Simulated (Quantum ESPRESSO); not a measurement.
```
MgB2C2
1.0
    4.61477     0.00000     0.00000
    0.00000     7.17887     0.00000
    0.00000     0.00000     2.76530
B C Mg
4 4 2
Direct
  0.88345   0.72963   0.50000
  0.11655   0.27037   0.50000
  0.38345   0.77037   0.00000
  0.61655   0.22963   0.00000
  0.78548   0.22034   0.50000
  0.21452   0.77966   0.50000
  0.28548   0.27966   0.00000
  0.71452   0.72034   0.00000
  0.50000   0.50000   0.50000
  0.00000   0.00000   0.00000
```

The geometry is that of Materials Project entry mp-1079629, symmetrised and not relaxed again.

Task: What does PBEsol (Quantum ESPRESSO, PseudoDojo norm-conserving, 84 Ry, no spin-orbit coupling) give for the electronic structure near the Fermi level?

Result: The PBEsol gap is indirect, 1.23 eV, from Γ to 50 % of the way from Γ to X; the smallest direct gap is 1.74 eV. 

The structure is a Materials Project entry; no match was found in the copy of COD used, and its stability was not checked.

Letters of k points follow the standard setting of the lattice, whose axes may be ordered differently from the printed cell.
